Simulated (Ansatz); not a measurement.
Cu₂O (cuprite type, space group Pn-3m)

```yaml
crystal:
  lattice:
    - [4.29840, 0.00000, 0.00000]
    - [0.00000, 4.29840, 0.00000]
    - [0.00000, 0.00000, 4.29840]
  atoms:
    - { symbol: Cu, position: [0.75000, 0.75000, 0.75000] }
    - { symbol: Cu, position: [0.75000, 0.25000, 0.25000] }
    - { symbol: Cu, position: [0.25000, 0.75000, 0.25000] }
    - { symbol: Cu, position: [0.25000, 0.25000, 0.75000] }
    - { symbol: O, position: [0.00000, 0.00000, 0.00000] }
    - { symbol: O, position: [0.50000, 0.50000, 0.50000] }
```

The volume is varied about the relaxed value V₀ at fixed cell shape. Symmetry pins the atoms to their sites.

The numbers are results of PBE (plane waves to 420 eV, PAW, scalar-relativistic; Ansatz, a quantum-chemistry and plane-wave program), not measurements. k mesh 8×8×8 (Γ-centred), Fermi-Dirac smearing 0.05 eV. Stress and pressure are positive under compression. Cu2O is run without spin polarisation. Cu2O was relaxed with its symmetry unable to fall.

At one point of the scan the stress tensor (GPa) is:

```
  -1.61     0.00     0.00
   0.00    -1.61     0.00
   0.00     0.00    -1.61
```

Which point is it?
(A) V/V₀ = 1.060
(B) V/V₀ = 1.030
(C) V/V₀ = 1.045
(D) V/V₀ = 1.015

D, V/V₀ = 1.015

(Under strain, the slope of the energy per volume gives the stress and its curvature an elastic modulus.)
